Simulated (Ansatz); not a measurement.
**Surface calculation: fcc Ni (100), 3 layers**

The slab is cut from the fcc crystal, the stable phase, as relaxed on PAW files (10.91 Å³/atom), with 16 Å of vacuum and a dipole correction:

```yaml
crystal:
  lattice:
    - [2.48939, 0.00000, 0.00000]
    - [0.00000, 2.48939, 0.00000]
    - [0.00000, 0.00000, 19.52050]
  atoms:
    - { symbol: Ni, position: [0.00000, 0.00000, 0.40982] }
    - { symbol: Ni, position: [0.50000, 0.50000, 0.50000] }
    - { symbol: Ni, position: [0.00000, 0.00000, 0.59018] }
```

Computed with Ansatz 0.2.0; functional PBE, scalar-relativistic. Settings: a Γ-centred 16×16×1 k mesh, Fermi–Dirac smearing of 0.1 eV, spin-polarised from start moments Ni1 1, Ni2 1, Ni3 1 μB. Methods: LAPW: all electrons, basis error target 1 meV/atom; PAW: frozen-core files, cutoff 420 eV.

The bulk energy comes from a cell in the slab's orientation on a 16×16×12 mesh. The surface energy is (E(slab) − N·E(bulk))/2A at zero smearing, the mean of both faces; thin slabs carry quantum-size effects.

Other magnetic orders may lie lower.

As cut, the LAPW slab lies 1.766 eV above 3 atoms of bulk. What surface energy is that?

Over two faces of 6.20 Å² it is 142.5 meV/Å², and times 16.02 J/m² per eV/Å² that gives γ = 2.283 J/m².

What do relaxation and the other method give, and what work function comes out?



```csv
method,γ as cut (J/m²),γ relaxed (J/m²),Φ as cut (eV),Φ relaxed (eV)
LAPW,2.283,2.259,4.90,4.89
PAW,2.282,2.258,4.90,4.89
```

How do the spacings between the planes relax?

From the bottom face up: d12 -3.0 % of 1.760 Å, d23 -3.0 % of 1.760 Å.

How do the moments vary through the slab?

Ni1 0.76, Ni2 0.68, Ni3 0.76 μB in the LAPW spheres; the bulk has Ni 0.65 μB.

A field of 0.1 V/Å is applied along the normal, atoms held. What follows?

LAPW finds an induced dipole of 0.0227 e·Å a cell (PAW 0.0226), that is 6.62 Å for 4πα over the area, against 3.41 Å between the outer atoms.

What changes if the images along the normal are cut off in place of the dipole correction?

LAPW then gives: no gap, work function 4.89 eV; PAW: no gap, work function 4.89 eV.
